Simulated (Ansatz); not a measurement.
SbAs (rock salt, Fm-3m) at seven volumes, r²SCAN in the plane-wave PAW code Ansatz, shape and atoms relaxed at each. One row is withheld.

```json
[
 {"V (Å³/atom)": "22.240", "P (GPa)": "?"},
 {"V (Å³/atom)": "22.973", "P (GPa)": "5.09"},
 {"V (Å³/atom)": "23.706", "P (GPa)": "2.27"},
 {"V (Å³/atom)": "24.439", "P (GPa)": "0.00"},
 {"V (Å³/atom)": "25.172", "P (GPa)": "-1.92"},
 {"V (Å³/atom)": "25.906", "P (GPa)": "-3.64"},
 {"V (Å³/atom)": "26.639", "P (GPa)": "-5.12"}
]
```

Question: Fit the shown pressures and predict the withheld one.

Answer: P = (3/2)B₀(x^(7/2) − x^(5/2))[1 + (3/4)(B′ − 4)(x − 1)] with x = (V₀/V)^(2/3). Least squares on the six rows gives V₀ = 24.442 Å³/atom, B₀ = 71.3 GPa, B′ = 4.35. At V = 22.240, x = 1.0650 and P = 8.27 GPa. The run itself gave 8.46 GPa.

The workflow started from an entry of the Crystallography Open Database (COD); the relaxed space group is not among those it files for this formula. COD files the formula under space group No. 166, so this cell is another polymorph or a model. Its standing as an ambient phase is unchecked. Symmetry was held in the r²SCAN relaxation. At this level the phase is dynamically unstable (imaginary phonons). Spin–orbit coupling is left out wherever it is not named.

Potentials: the later of the program's two PAW sets.
